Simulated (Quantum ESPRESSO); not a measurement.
# Band energies of BiClO

```
CELL_PARAMETERS angstrom
      3.89340     0.00000     0.00000
      0.00000     3.89340     0.00000
      0.00000     0.00000     7.49319
ATOMIC_POSITIONS crystal
  O  0.00000 0.00000 0.00000
  O  0.50000 0.50000 0.00000
  Cl 0.50000 0.00000 0.65358
  Cl 0.00000 0.50000 0.34642
  Bi 0.00000 0.50000 0.83230
  Bi 0.50000 0.00000 0.16770
```

PBEsol (pw.x of Quantum ESPRESSO, ONCV potentials, no spin-orbit coupling); path ΓXMΓZRAZ,XR,MA; energies in eV from the valence-band maximum.

```csv
k (1/Å),point,band 24,band 25,band 26,band 27,band 28,band 29,band 30,band 31
0.00,Γ,-1.36,-1.08,-1.08,-0.88,-0.83,2.91,3.59,5.28
0.40,,-1.22,-1.06,-0.54,-0.36,-0.32,4.20,4.55,4.73
0.81,X,-1.00,-0.91,-0.91,-0.09,-0.09,4.50,4.50,5.16
1.21,,-1.21,-1.10,-1.10,-0.72,-0.72,4.45,4.45,5.35
1.61,M,-0.99,-0.75,-0.75,-0.67,-0.67,4.03,4.03,5.69
1.99,,-1.05,-1.01,-0.94,-0.80,-0.54,3.99,4.81,5.13
2.37,,-1.10,-0.91,-0.55,-0.40,-0.38,4.10,4.18,4.45
2.75,Γ,-1.36,-1.08,-1.08,-0.88,-0.83,2.91,3.59,5.28
3.17,Z,-1.28,-0.82,-0.82,-0.44,-0.39,2.48,2.85,5.27
3.50,,-1.03,-1.00,-0.82,-0.53,-0.26,3.55,3.83,5.16
3.98,R,-1.02,-0.73,-0.73,-0.07,-0.07,4.32,4.32,5.23
4.30,,-1.58,-0.84,-0.84,-0.45,-0.45,4.03,4.03,5.50
4.63,,-1.81,-1.13,-1.13,-0.76,-0.76,4.30,4.30,5.91
4.79,A,-1.72,-1.32,-1.32,-0.67,-0.67,4.42,4.42,5.89
4.93,,-1.70,-1.21,-1.12,-0.79,-0.69,4.15,4.52,5.77
5.22,,-1.30,-1.22,-0.84,-0.71,-0.42,3.33,5.10,5.14
5.50,,-1.06,-1.03,-0.85,-0.55,-0.34,3.69,4.30,4.70
5.79,,-1.26,-0.93,-0.86,-0.42,-0.37,2.73,3.08,5.17
5.93,Z,-1.28,-0.82,-0.82,-0.44,-0.39,2.48,2.85,5.27
5.93,X,-1.00,-0.91,-0.91,-0.09,-0.09,4.50,4.50,5.16
6.35,R,-1.02,-0.73,-0.73,-0.07,-0.07,4.32,4.32,5.23
6.35,M,-0.99,-0.75,-0.75,-0.67,-0.67,4.03,4.03,5.69
6.77,A,-1.72,-1.32,-1.32,-0.67,-0.67,4.42,4.42,5.89
```

The PBEsol gap is indirect, 2.48 eV, from 80 % of the way from Z to R to Z; the smallest direct gap is 2.87 eV.

Spin-orbit coupling is left out; with 6p states at a band edge it can lower the gap by many tenths of an eV, most of a small gap.

Geometry of the Materials Project entry, not relaxed at this level.
